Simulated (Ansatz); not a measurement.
K₂ZnI₄ in space group P2_1/m (No. 11; Pearson symbol mP14), the program Ansatz at the r²SCAN level (PAW), all energies at zero smearing, with the estimated change up to a 700 eV cutoff added, with one set of potentials and settings (totals compare only within such a set). Cell of 14 atoms (4 K, 2 Zn, 8 I): -73063.512 eV.

```tsv
element	reference phase	E (eV/atom)
K	Im-3m, 1 atoms in the cell	-1542.4813
Zn	P6_3/mmc, 2 atoms in the cell	-3325.6729
I	Cmce, 4 atoms in the cell	-7528.0245
```

Formation energy per atom, worked out: (-73063.512 − 4×(-1542.4813) − 2×(-3325.6729) − 8×(-7528.0245))/14 = -1.289 eV/atom (-124 kJ per mol of atoms), at 0 K, without zero-point energy or fitted corrections.

The first step of the workflow began from a Materials Project structure, measured or hypothetical; the Crystallography Open Database copy checked does not list it. Its standing as an ambient phase is unchecked. Symmetry was held in the r²SCAN relaxation; whether a distortion lowers the energy is not shown. The references are the lowest solids computed at this level, not always the standard phases. Scalar-relativistic: spin–orbit coupling is off unless named, which matters more the heavier the elements.

Potentials: the later of the program's two PAW sets.
